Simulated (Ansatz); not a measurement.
The start is a generated cell, La2O3 built in the beta-Ga2O3 structure type. The cell and all atomic positions are relaxed at zero pressure with r2SCAN (plane waves to 500 eV, PAW, scalar-relativistic; Ansatz, an electronic-structure program). First-step values are on the input's coarse k-mesh.

Ansatz input (later rounds restart from its end on a renewed k-mesh):
Ansatz 0.2 input:
```yaml
crystal:
  lattice:
    - [7.509628, -1.867262, 0]
    - [7.509628, 1.867262, 0]
    - [-1.704287, 0, 6.922964]
  atoms:
    - { symbol: La, position: [0.0905, 0.0905, 0.7946] }
    - { symbol: La, position: [0.9095, 0.9095, 0.2054] }
    - { symbol: La, position: [0.6587, 0.6587, 0.314] }
    - { symbol: La, position: [0.3413, 0.3413, 0.686] }
    - { symbol: O, position: [0.1645, 0.1645, 0.1098] }
    - { symbol: O, position: [0.8355, 0.8355, 0.8902] }
    - { symbol: O, position: [0.1733, 0.1733, 0.5632] }
    - { symbol: O, position: [0.8267, 0.8267, 0.4368] }
    - { symbol: O, position: [0.4959, 0.4959, 0.2566] }
    - { symbol: O, position: [0.5041, 0.5041, 0.7434] }
basis: { ecutwfc: 500, ecutrho_ratio: 4, xc_grid: 4, fft_grid_basis: typed }
kpoints: { mp_grid: { grid: [6, 6, 4] } }
hamiltonian:
  xc: r2scan
  dispersion: none
  pseudopotentials: { azcp: { folder: ./paw }, kind: paw }
scf: { occupations: { method: fermi_dirac, width: 0.05 } }
relax: { f_tol: 0.01, max_steps: 100, cell: { stress_tol: 0.02 } }
output: { forces: true, stress: true }
```

Problem. What pressure does the first self-consistent step give?

Solution. +2.8 GPa (positive: the cell is compressed).

Problem. Which atoms feel the largest initial force, and how large is it?

Solution. 0.62 eV/Å, on O7, O8 (atoms numbered as listed).

Problem. Does the structure survive the relaxation? Give the final space group.

Solution. The space group goes from C2/m (No. 12) to P-3m1 (No. 164), with 5 atoms in the primitive cell.

Problem. By how much does the energy per atom fall from start to end?

Solution. 0.19 eV/atom.

Problem. How does the volume change?

Solution. -15.4 %, from 19.42 to 16.43 Å³/atom.

Problem. How do the shortest distances between atoms change?

Solution. The closest pairs of elements (up to four, under 3.6 Å), start → end: La–O 2.25 → 2.37 Å; O–O 3.20 → 2.89 Å.

Problem. Is the relaxed structure metallic? Give its gap.

Solution. 4.23 eV, indirect (valence top at k = (0, -0.5, -0.5), conduction bottom at K) (no spin-orbit coupling).

Problem. Write out the relaxed structure.

Solution. 
```cif
data_La2O3
_chemical_formula_sum 'La2 O3'
_space_group_name_H-M_alt 'P-3m1'
_space_group_IT_number 164
_space_group_name_Hall '-P 3 2"'
_cell_length_a 3.93526
_cell_length_b 3.93526
_cell_length_c 6.12551
_cell_angle_alpha 90.000
_cell_angle_beta 90.000
_cell_angle_gamma 120.000
loop_
_atom_site_label
_atom_site_type_symbol
_atom_site_symmetry_multiplicity
_atom_site_Wyckoff_symbol
_atom_site_fract_x
_atom_site_fract_y
_atom_site_fract_z
_atom_site_occupancy
La1 La 2 d 0.66667 0.33333 0.25388 1
O1 O 1 b 0.00000 0.00000 0.50000 1
O2 O 2 d 0.33333 0.66667 0.14612 1
```

Final values are on a 10×10×6 k-mesh of the relaxed cell. No spin polarisation in the result.

The run could not lose the symmetry of its start; a randomly shaken copy of 10 atoms returns to this structure.

The first start was generated by placing the elements on the sites of a structure type. Materials Project lists a structure of La2O3 in the same space group, P-3m1 (No. 164); the sites were not compared with it, nor with measured phases.
